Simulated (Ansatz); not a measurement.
One crystal and one scan (energy over volume and axial ratio) at two levels, PBE (plane waves to 420 eV, PAW, scalar-relativistic; Ansatz, an electronic-structure program) and r2SCAN (plane waves to 500 eV, PAW, scalar-relativistic; Ansatz), each from its own relaxed cell and on its own mesh. The cell shown is that of PBE.

CdS (zinc blende)

```yaml
crystal:
  lattice:
    - [0.00000, 2.96355, 2.96355]
    - [2.96355, 0.00000, 2.96355]
    - [2.96355, 2.96355, 0.00000]
  atoms:
    - { symbol: S, position: [0.75000, 0.75000, 0.75000] }
    - { symbol: Cd, position: [0.00000, 0.00000, 0.00000] }
```

Two coordinates are scanned: the volume, and the ratio of the stretch along z (the conventional c axis) to the stretch across it. Atoms keep their fractional coordinates.

The energy includes the smearing's −TS. CdS was relaxed with its symmetry unable to fall. The PAW data are Ansatz's earlier set. Percentages come from the unrounded values. Both scans cover V/V₀ from 0.960 to 1.040 and (c/a)/(c/a)₀ from 0.880 to 1.120.

```csv
quantity,PBE,r2SCAN,PBE − r2SCAN
Lattice constant a (Å),5.927,5.879,+0.048 (+0.8 %)
"Band gap of the relaxed cell, no spin-orbit coupling (eV)",1.04,1.54,-0.50 (-32 %)
"Shear modulus C′ = (C11 − C12)/2 (fit, atoms clamped) (GPa)",9.8,9.2,+0.6 (+7 %)
```

PBE gives the higher value for: lattice constant a; shear modulus C′. PBE gives the lower value for: band gap of the relaxed cell, no spin-orbit coupling. Neither level is exact: the differences show how much the result hangs on the functional.

(A scan under strain: stresses follow from slopes of the energy per volume, elastic moduli from its curvatures.)
